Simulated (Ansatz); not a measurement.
SnSe:
```xyz
4
Lattice="4.1917 0.0000 0.0000 0.0000 4.1939 0.0000 0.0000 0.0000 32.0000" Properties=species:S:1:pos:R:3 pbc="T T F"
Sn     0.0000     3.9610    14.6555
Sn     2.0958     1.8641    17.3445
Se     0.0000     3.9476    17.3298
Se     2.0958     1.8506    14.6702
```
Free-standing layer in the xy plane with vacuum along z and no interaction between images.

Relaxed with LDA.

Problem. All from DFT-LDA in the program Ansatz with PAW potentials, unless another level is named. Give the hole effective mass, in the valley on the Y–Γ line, 18 % of the way from Y.

Solution. 0.068 mₑ.

Problem. And the band gap?

Solution. 0.58 eV (nearly direct: the direct gap is 0.58 eV).

Problem. Next, the electron effective mass, in the valley on the Γ–X line, 83 % of the way from Γ?

Solution. 0.064 along x, 0.11 along y (mₑ).

Space group Pmn2_1 (puckered). A layer that has been made, often on a substrate. The LDA relaxation kept the symmetry of its start; its stability against distortions is not shown here. Spin–orbit coupling is left out wherever it is not named.

Potentials: the later of the program's two PAW sets.
